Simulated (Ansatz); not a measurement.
CrO$_{2}$ (rutile), relaxed with r²SCAN (Ansatz, a quantum-chemistry and plane-wave program, plane waves, PAW): a = b = 4.404 Å, c = 2.912 Å, α = β = γ = 90.00°.

```
Item                                                                            Value
---------------------------  --------------------------------------------------------
spin order and moments (μB)  ferromagnetic; net 0.67 per atom; largest site about 2.2
```

The same phase is relaxed and computed with HSE06 in the same code. What are the cell and these values now?

a = 4.3676 Å, b = 4.3676 Å, c = 2.9226 Å, α = 90.00°, β = 90.00°, γ = 90.00°.

spin order and moments (μB): ferromagnetic; net 0.67 per atom; largest site about 2.2

Spin orders computed, not proven ground states: CrO2, rutile with r²SCAN ferromagnetic; CrO2, rutile with HSE06 ferromagnetic. All cells were relaxed under the symmetry of their starts (and spin orders); stability against distortions was not tested throughout. No Hubbard U is applied.

Potentials: the later of the program's two PAW sets.

Ansatz is a plane-wave DFT program.
